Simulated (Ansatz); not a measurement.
Cl:
```cif
data_Cl4
_chemical_formula_sum 'Cl4'
_space_group_name_H-M_alt 'P 1'
_space_group_IT_number 1
_cell_length_a 3.78084
_cell_length_b 3.78084
_cell_length_c 8.19321
_cell_angle_alpha 90.000
_cell_angle_beta 90.000
_cell_angle_gamma 65.224
loop_
_space_group_symop_operation_xyz
  'x, y, z'
loop_
_atom_site_label
_atom_site_type_symbol
_atom_site_fract_x
_atom_site_fract_y
_atom_site_fract_z
_atom_site_occupancy
Cl1 Cl 0.62195 0.37805 0.39322 1
Cl2 Cl 0.87805 0.12195 0.89322 1
Cl3 Cl 0.12195 0.87805 0.10678 1
Cl4 Cl 0.37805 0.62195 0.60678 1
```

Relaxed with r²SCAN+D4.

**Question.** Which orbitals make up the states near the band edges in the program Ansatz at the r²SCAN+D4 level (PAW)?

**Answer.** Top 1 eV of the valence band: Cl 3p 99 %. Bottom 1 eV of the conduction band: Cl 3p 91 %, Cl 3s 5 %. Projections are on Löwdin-orthogonalised atomic valence shells; empty p or d shells of many metals are not among them.

**Question.** Tabulate the density of states.

**Answer.** States/eV per cell of 4 atoms, in 0.25 eV bins, energy from the valence-band maximum.

| E (eV) | total | Cl 3p | Cl 3s |
|---|---|---|---|
| -7.85 | 0.00 | 0.00 | 0.00 |
| -7.60 | 0.00 | 0.00 | 0.00 |
| -7.35 | 0.00 | 0.00 | 0.00 |
| -7.10 | 0.00 | 0.00 | 0.00 |
| -6.85 | 0.00 | 0.00 | 0.00 |
| -6.60 | 0.00 | 0.00 | 0.00 |
| -6.35 | 0.00 | 0.00 | 0.00 |
| -6.10 | 0.00 | 0.00 | 0.00 |
| -5.85 | 1.43 | 1.32 | 0.10 |
| -5.60 | 4.60 | 4.19 | 0.35 |
| -5.35 | 4.26 | 3.83 | 0.37 |
| -5.10 | 3.11 | 2.75 | 0.31 |
| -4.85 | 1.87 | 1.63 | 0.21 |
| -4.60 | 0.73 | 0.63 | 0.09 |
| -4.35 | 0.07 | 0.07 | 0.00 |
| -4.10 | 0.69 | 0.69 | 0.00 |
| -3.85 | 3.78 | 3.72 | 0.03 |
| -3.60 | 5.67 | 5.55 | 0.07 |
| -3.35 | 3.68 | 3.61 | 0.04 |
| -3.10 | 4.97 | 4.90 | 0.03 |
| -2.85 | 7.73 | 7.63 | 0.04 |
| -2.60 | 4.76 | 4.71 | 0.02 |
| -2.35 | 0.64 | 0.64 | 0.00 |
| -2.10 | 0.00 | 0.00 | 0.00 |
| -1.85 | 0.00 | 0.00 | 0.00 |
| -1.60 | 0.00 | 0.00 | 0.00 |
| -1.35 | 0.39 | 0.39 | 0.00 |
| -1.10 | 1.96 | 1.94 | 0.01 |
| -0.85 | 6.52 | 6.44 | 0.04 |
| -0.60 | 7.29 | 7.21 | 0.04 |
| -0.35 | 9.08 | 9.01 | 0.03 |
| -0.10 | 6.76 | 6.72 | 0.01 |
| 0.15 | 0.00 | 0.00 | 0.00 |
| 0.40 | 0.00 | 0.00 | 0.00 |
| 0.65 | 0.00 | 0.00 | 0.00 |
| 0.90 | 0.00 | 0.00 | 0.00 |
| 1.15 | 0.00 | 0.00 | 0.00 |
| 1.40 | 0.00 | 0.00 | 0.00 |
| 1.65 | 0.00 | 0.00 | 0.00 |
| 1.90 | 0.00 | 0.00 | 0.00 |
| 2.15 | 0.00 | 0.00 | 0.00 |
| 2.40 | 0.00 | 0.00 | 0.00 |
| 2.65 | 1.17 | 1.05 | 0.09 |
| 2.90 | 4.42 | 4.00 | 0.28 |
| 3.15 | 6.70 | 6.12 | 0.34 |
| 3.40 | 3.69 | 3.39 | 0.15 |
| 3.65 | 0.02 | 0.02 | 0.00 |
| 3.90 | 0.00 | 0.00 | 0.00 |
| 4.15 | 0.00 | 0.00 | 0.00 |
| 4.40 | 0.00 | 0.00 | 0.00 |
| 4.65 | 0.00 | 0.00 | 0.00 |
| 4.90 | 0.00 | 0.00 | 0.00 |
| 5.15 | 0.00 | 0.00 | 0.00 |
| 5.40 | 0.00 | 0.00 | 0.00 |
| 5.65 | 0.00 | 0.00 | 0.00 |
| 5.90 | 0.00 | 0.00 | 0.00 |
| 6.15 | 0.00 | 0.00 | 0.00 |
| 6.40 | 0.00 | 0.00 | 0.00 |
| 6.65 | 0.00 | 0.00 | 0.00 |
| 6.90 | 0.00 | 0.00 | 0.00 |
| 7.15 | 0.00 | 0.00 | 0.00 |
| 7.40 | 0.00 | 0.00 | 0.00 |

Space group Cmce (molecular I2 type). Symmetry was held in the r²SCAN+D4 relaxation. The substance is a gas or liquid at ambient conditions; this is its low-temperature solid.

Potentials: the earlier of the program's two PAW sets.
